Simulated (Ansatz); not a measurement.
TiO₂:
```
CELL_PARAMETERS angstrom
      5.55318     0.00000     0.00000
     -2.77659     4.80920     0.00000
      0.00000     0.00000     6.04977
ATOMIC_POSITIONS crystal
  Ti 0.53485 0.53485 0.00000
  Ti 0.46515 0.00000 0.33333
  Ti 0.00000 0.46515 0.66667
  O  0.41852 0.27344 0.21506
  O  0.72656 0.14508 0.54840
  O  0.85492 0.58148 0.88173
  O  0.27344 0.41852 0.78494
  O  0.14508 0.72656 0.45160
  O  0.58148 0.85492 0.11827
```

Relaxed with r²SCAN.

**Question.** Map the electron localisation function on the plane through (0.145, 0.727, 0.452) spanned by u = [1, 0, 1] and v = [-1, 1, 1] in lattice vectors, from r²SCAN (plane waves, PAW; program Ansatz).

**Answer.** x is the fraction of u, y of v (the angle between them is 96°; rows are the nearest grid lines); atoms in the plane: Ti at (0.60, 0.28), O at (0.57, 0.86), O at (0.00, 0.00), O at (0.55, 0.12).
```
|:+%@@#=.   ....     .           :+%@@@+:|
|@@@%#+.   .:::.     ..:=++=:.   .=#%@@@@|
|@%%#+:    ..:.    .:*%@@@%#+:    :+*%%@@|
|...             .=#@@*+#@@@#+.      ....|
|               .-+#@@%%@@@%*:           |
| .::-::.           .:::::..             |
|:=****=-.         -*##+-   .::-:      .:|
|=%@@@%#+:        -%@#%@#::*@@@%#:  ...:=|
|=#@@@%#=.   .:::..-*%#=.+@@%%@@@=..--::=|
|:=+++=:.    .:--:.    .*@@@@@@@%=      :|
|..:::.      .::::.    :*%@@@@@%#-      .|
|                       .-=++==:.        |
|                                        |
|               .:---:.       .:--::.    |
|              .:=+++-.      :=****+=:.  |
|             .-+*##+..-+*=..=%@@@@@%*=. |
|             .:===:.*%%%%%#:-%@@@@@%#=: |
|                    %@%%%@*..+%@%%#*=.  |
|                    -+*##+:  -+***=-.   |
|                :+#%@@@%#+-.            |
|::..           :+#@@+-+%@@#+:        .::|
|@@%%*=:        .-*%@@@@@@%*=.    .-+#%@@|
|@@@@%*-.        .-+*#%%#*+-.     -+#@@@@|
|:+%@@#=.   ....     .           :+%@@@+:|
```
Scale: ten equal steps from 0.002 (start of ' ') to 0.837 (end of '@'), in the order ' .:-=+*#%@'; x runs from 0.000 to 1.00, y from 0.000 (bottom) to 1.00 (top).

The density is the valence pseudo-density with augmentation charge, so density and ELF within about 1 Å of a nucleus are not all-electron values.

Space group P3_121. The workflow started from a Materials Project entry (that database holds measured and hypothetical structures alike); the Crystallography Open Database files this formula in space group No. 152, but the cells were not matched. It is not the phase usual at ambient conditions (space group No. 61, 136, 141). The cell was relaxed with r²SCAN under the symmetry of its start. At this level the phase is dynamically unstable (imaginary phonons). No spin polarisation was allowed.

Potentials: the earlier of the program's two PAW sets.
